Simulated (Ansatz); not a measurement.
GaSb:
```cif
data_Ga2Sb2
_chemical_formula_sum 'Ga2 Sb2'
_space_group_name_H-M_alt 'I-4m2'
_space_group_IT_number 119
_space_group_name_Hall 'I -4 -2'
_cell_length_a 5.45687
_cell_length_b 5.45687
_cell_length_c 3.15204
_cell_angle_alpha 90.000
_cell_angle_beta 90.000
_cell_angle_gamma 90.000
loop_
_atom_site_label
_atom_site_type_symbol
_atom_site_symmetry_multiplicity
_atom_site_Wyckoff_symbol
_atom_site_fract_x
_atom_site_fract_y
_atom_site_fract_z
_atom_site_occupancy
Ga1 Ga 2 d 0.50000 0.00000 0.25000 1
Sb1 Sb 2 a 0.00000 0.00000 0.00000 1
```
(The calculation used a cell of 2 atoms; values per cell refer to that cell.)

Relaxed at zero pressure with DFT-r²SCAN in the program Ansatz with PAW potentials.

Task: The volume is lowered by 6 % and shape and atoms relax at that volume. What pressure results, and how do the axes share the change?

Result: 4.1 GPa; a -1.7 %, b -1.7 %, c -2.7 %; the energy rises by 17 meV/atom.

Task: Give the new structure.

Result: 
Space group I-4m2 (No. 119); a = 5.3642 Å, b = 5.3642 Å, c = 3.0661 Å, α = 90.00°, β = 90.00°, γ = 90.00°

```csv
atom,site,symmetry,x,y,z
Ga,2d,-4m2,0.5000,0.0000,0.2500
Sb,2a,-4m2,0.0000,0.0000,0.0000
```

The phase is kept; no other phase was compared at this pressure.

The workflow started from a Materials Project entry (that database holds measured and hypothetical structures alike); the Crystallography Open Database copy checked does not list it. It is not the phase usual at ambient conditions (space group No. 216). The cell was relaxed with r²SCAN under the symmetry of its start; whether a distortion lowers the energy is not shown. Spin–orbit coupling is left out wherever it is not named.

Potentials: the later of the program's two PAW sets.
